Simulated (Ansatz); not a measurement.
## TiPd3: pressure against volume, fitted

```
CELL_PARAMETERS angstrom
3.82000 0.00000 0.00000
0.00000 3.82000 0.00000
0.00000 0.00000 3.82000
ATOMIC_POSITIONS crystal
Ti 0.00000 0.00000 0.00000
Pd 0.00000 0.50000 0.50000
Pd 0.50000 0.00000 0.50000
Pd 0.50000 0.50000 0.00000
```

Atom numbers follow the list: Ti1, Pd2, Pd3, Pd4.

The cell is COD entry 1522883, as deposited and not checked against the literature; nothing was relaxed.

Spin polarisation is left out, and whether a magnetic state lies lower isn't shown here.

Theory: DFT, LDA, all-electron LAPW, scalar-relativistic (Ansatz 0.2.0).

The runs use a Γ-centred 11×11×11 k mesh, Fermi–Dirac smearing of 0.05 eV, basis error target 1 meV/atom, no spin polarisation.

The cell is scaled evenly. Fractional coordinates are held (clamped ions).

```csv
V (Å³/atom),P (GPa)
13.100,19.54
13.657,7.42
13.796,4.81
13.936,2.35
14.075,0.03
14.214,-2.16
14.493,-6.16
14.772,-9.71
```

Fit a third-order Birch–Murnaghan curve to the pressures.

P = (3B0/2)(y^(7/2) − y^(5/2))[1 + (3/4)(B0′ − 4)(y − 1)] with y = (V0/V)^(2/3) fits within 0.01 GPa for V0 = 14.077 Å³/atom, B0 = 227.1 GPa and B0′ = 4.96.

Predict the pressure at the withheld volume, 13.378 Å³/atom.

There y = 1.0345, so the fit gives 13.12 GPa; the run gave 13.12 GPa.
